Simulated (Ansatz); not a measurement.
TiRh3 (Cu3Au type, space group No. 221) at seven volumes, r²SCAN (plane waves, PAW; program Ansatz), scaled uniformly. One row is withheld.

```tsv
V (Å³/atom)	P (GPa)
12.688	?
13.106	18.05
13.524	8.25
13.943	0.00
14.361	-6.93
14.779	-12.75
15.197	-17.63
```

**Question.** Fit the shown pressures and predict the withheld one.

**Answer.** P = (3/2)B₀(x^(7/2) − x^(5/2))[1 + (3/4)(B′ − 4)(x − 1)] with x = (V₀/V)^(2/3). Least squares on the six rows gives V₀ = 13.943 Å³/atom, B₀ = 251 GPa, B′ = 4.79. At V = 12.688, x = 1.0649 and P = 29.69 GPa. The run itself gave 29.70 GPa.

Space group Pm-3m (Cu3Au type). The workflow started from an entry of the Crystallography Open Database (COD). Its standing as an ambient phase is unchecked. The cell was relaxed with r²SCAN under the symmetry of its start; its stability against distortions is not shown here. No spin polarisation was allowed.

Potentials: the later of the program's two PAW sets.
